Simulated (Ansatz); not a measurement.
A trial cell of Si was relaxed with PBEsol (plane waves to 420 eV, PAW, scalar-relativistic; Ansatz, a quantum-chemistry and plane-wave program).

Before: R-3m, hexagonal axes (No. 166), hR1; a = 3.013 Å, b = 3.013 Å, c = 5.808 Å, α = 90.00°, β = 90.00°, γ = 120.00°.

After relaxation:

Simulated powder pattern, Cu Kα, λ = 1.54184 Å (kinematic, ideal powder, no thermal factors, no anomalous dispersion; the 24 strongest lines at most, above 1 %, up to 2θ = 90°):

```json
[
 {"2θ (°)": "35.71", "I/Imax (%)": "100"},
 {"2θ (°)": "51.39", "I/Imax (%)": "67"},
 {"2θ (°)": "64.15", "I/Imax (%)": "23"},
 {"2θ (°)": "75.64", "I/Imax (%)": "11"},
 {"2θ (°)": "86.56", "I/Imax (%)": "31"}
]
```

Task: Identify the relaxed structure from its pattern: crystal system, space group and cell.

Result: Cubic, Pm-3m (No. 221), cP1, simple cubic type; a = 2.515 Å, b = 2.515 Å, c = 2.515 Å, α = 90.00°, β = 90.00°, γ = 90.00°. Sites: Si 1a (0.000, 0.000, 0.000).

Task: Index the strongest lines.

Result: 35.71° (100), 51.39° (110), 64.15° (111), 75.64° (200), 86.56° (210).

No spin polarisation in the result.

The run could not lose the symmetry of its start, so the end can be a saddle point.

The relaxed structure here is a generated cell of Si: the first start was made by placing the elements on the sites of a structure type, and the end was not matched to a known phase here, so it may be hypothetical. Known forms of Si include space group No. 227.
